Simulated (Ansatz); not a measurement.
ZrTa in space group Cmcm (No. 63; Zr on 4c, Ta on 4c) at seven volumes, plane-wave PAW PBEsol (Ansatz code), shape and atoms relaxed at each. One row is withheld.

| V (Å³/atom) | P (GPa) |
|---|---|
| 18.180 | 15.55 |
| 18.779 | 9.64 |
| 19.379 | ? |
| 19.978 | 0.00 |
| 20.578 | -3.92 |
| 21.177 | -7.34 |
| 21.776 | -10.30 |

Q: Fit the shown pressures and predict the withheld one.

A: Third-order Birch–Murnaghan: P = (3/2)B₀(x^(7/2) − x^(5/2))[1 + (3/4)(B′ − 4)(x − 1)] with x = (V₀/V)^(2/3). Least squares on the six rows gives V₀ = 19.978 Å³/atom, B₀ = 139.5 GPa, B′ = 3.57. At V = 19.379, x = 1.0205 and P = 4.48 GPa. The run itself gave 4.49 GPa.

The start of the workflow was typed in or built on a structure type; neither database checked (COD, Materials Project) lists it. Whether it is the stable phase at ambient conditions was not checked. Symmetry was held in the PBEsol relaxation. At this level the phase is dynamically unstable (imaginary phonons). The run is not spin-polarised. Its formation energy is positive at this level, so the cell may be metastable or incomplete. Scalar-relativistic: spin–orbit coupling is off unless named, which matters more the heavier the elements.

Potentials: the later of the program's two PAW sets.
